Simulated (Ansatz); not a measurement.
ZnAu (CsCl type, Pm-3m) under volume change, LDA in the plane-wave PAW code Ansatz, scaled uniformly.

```tsv
V (Å³/atom)	E − E(relaxed) (meV/atom)	P (GPa)
13.499	72.7	19.28
13.944	30.2	11.60
14.389	7.1	5.25
14.834	0.0	0.00
15.279	6.2	-4.34
15.724	23.4	-7.92
16.169	49.6	-10.85
```

What does a third-order Birch–Murnaghan fit give for V₀, B₀ and B′?

V₀ = 14.83 Å³/atom, B₀ = 159 GPa, B′ = 5.4.

The cell was relaxed with LDA under the symmetry of its start; of distortions, only those at the zone centre were tested. Scalar-relativistic: spin–orbit coupling is off unless named, which matters more the heavier the elements.

Potentials: the later of the program's two PAW sets.
